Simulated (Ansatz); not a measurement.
ZrB$_{2}$ (P6/mmm), relaxed and computed with several functionals in Ansatz (plane waves, PAW). Much of their spread follows the volume that each gives.

| functional | V (Å³/atom) | K_Hill (GPa) |
|---|---|---|
| r²SCAN | 10.28 | ? |
| LDA | 9.88 | 261 |
| PBEsol | 10.08 | 250 |
| PBE | 10.28 | 238 |

**Question.** Fit a straight line to ln K against ln V and predict the withheld value.

**Answer.** Least squares on the 3 shown rows: ln K = -2.32 × ln V + (10.880), with a scatter of 0 %. For r²SCAN this gives 238. The run itself gave 243, outside the scatter: the line misses something about this case.

All cells were relaxed under the symmetry of their starts (and spin orders); stability against distortions was not tested throughout. Rows with no word on spin ran without spin polarisation. Spin–orbit coupling is left out wherever it is not named.

Potentials: the later of the program's two PAW sets.

Ansatz (a program for electronic structure) is a plane-wave DFT program.
